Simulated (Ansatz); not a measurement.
LaCu2Ge2:
```
CELL_PARAMETERS angstrom
     -2.11010     2.11010     5.07735
      2.11010    -2.11010     5.07735
      2.11010     2.11010    -5.07735
ATOMIC_POSITIONS crystal
  La 0.00000 0.00000 0.00000
  Cu 0.25000 0.75000 0.50000
  Cu 0.75000 0.25000 0.50000
  Ge 0.62542 0.62542 0.00000
  Ge 0.37458 0.37458 0.00000
```

Relaxed with r²SCAN. Special points in fractions of this cell's reciprocal vectors: Γ (0.000, 0.000, 0.000); X (0.000, 0.000, 0.500); P (0.250, 0.250, 0.250); N (0.000, 0.500, 0.000); M (0.500, 0.500, -0.500); S (0.293, 0.707, -0.293); S0 (-0.293, 0.293, 0.293); R (-0.086, 0.086, 0.500); G (0.500, 0.500, -0.086).

### Question
List the band energies nearest the Fermi level at these points for plane-wave PAW r²SCAN (Ansatz code).

### Answer
In eV from the Fermi level; about four levels below and three above (degenerate sets whole), none deeper than 8.9 eV; points with the same levels are listed once.

| k | below | above |
|---|---|---|
| Γ | -2.58 -2.00 -2.00 -0.53 | 0.63 0.63 1.41 |
| X | -2.19 -2.15 -2.03 -1.53 | 1.74 2.27 2.48 |
| P | -2.19 -2.19 -1.75 -1.75 | 1.04 2.38 2.38 |
| N | -3.26 -3.09 -2.53 -1.20 | 0.19 0.66 0.86 |
| M | -2.58 -1.68 -1.68 -0.46 | 0.14 1.55 1.89 1.89 |
| S | -3.21 -3.21 -3.21 -1.25 -1.18 -1.01 | 1.18 1.69 2.01 |
| R | -2.15 -1.99 -1.76 -1.68 | 1.69 2.25 2.44 |

Space group I4/mmm. The first step of the workflow began from a Materials Project structure, measured or hypothetical; the Crystallography Open Database copy checked does not list it. Its standing as an ambient phase is unchecked. The r²SCAN relaxation kept the symmetry of its start; its stability against distortions is not shown here. No spin polarisation was allowed. Scalar-relativistic: spin–orbit coupling is off unless named, which matters more the heavier the elements.

Potentials: the earlier of the program's two PAW sets.
